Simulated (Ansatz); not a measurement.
Hf$_{3}$Ge$_{2}$:
```cif
data_Ge4Hf6
_chemical_formula_sum 'Hf6 Ge4'
_space_group_name_H-M_alt 'P4/mbm'
_space_group_IT_number 127
_space_group_name_Hall '-P 4 2ab'
_cell_length_a 7.11370
_cell_length_b 7.11370
_cell_length_c 3.70509
_cell_angle_alpha 90.000
_cell_angle_beta 90.000
_cell_angle_gamma 90.000
loop_
_atom_site_label
_atom_site_type_symbol
_atom_site_symmetry_multiplicity
_atom_site_Wyckoff_symbol
_atom_site_fract_x
_atom_site_fract_y
_atom_site_fract_z
_atom_site_occupancy
Hf1 Hf 2 a 0.00000 0.00000 0.00000 1
Hf2 Hf 4 h 0.33018 0.16982 0.50000 1
Ge1 Ge 4 g 0.13073 0.36927 0.00000 1
```

Relaxed with r²SCAN.

Problem. Tabulate the valence density and the electron localisation function along the shortest Hf–Hf contact (3.23 Å), r²SCAN in the plane-wave PAW code Ansatz.

Solution. 

| distance from Hf (Å) | density (e/Å³) | ELF |
|---|---|---|
| 0.32 | 22.66 | 0.83 |
| 0.48 | 12.95 | 0.84 |
| 0.65 | 5.98 | 0.78 |
| 0.81 | 2.31 | 0.60 |
| 0.97 | 0.83 | 0.32 |
| 1.13 | 0.36 | 0.15 |
| 1.29 | 0.22 | 0.14 |
| 1.45 | 0.19 | 0.22 |
| 1.61 | 0.18 | 0.28 |
| 1.77 | 0.19 | 0.23 |
| 1.94 | 0.23 | 0.15 |
| 2.10 | 0.36 | 0.16 |
| 2.26 | 0.84 | 0.32 |
| 2.42 | 2.31 | 0.59 |
| 2.58 | 5.96 | 0.77 |
| 2.74 | 12.93 | 0.84 |
| 2.90 | 22.63 | 0.83 |

The density is the valence pseudo-density with augmentation charge, so density and ELF within about 1 Å of a nucleus are not all-electron values.

The first step of the workflow began from a Materials Project structure, measured or hypothetical; the Crystallography Open Database copy checked does not list it. Whether it is the stable phase at ambient conditions was not checked. The cell was relaxed with r²SCAN under the symmetry of its start; whether a distortion lowers the energy is not shown. The run is not spin-polarised. Scalar-relativistic: spin–orbit coupling is off unless named, which matters more the heavier the elements.

Potentials: the later of the program's two PAW sets.
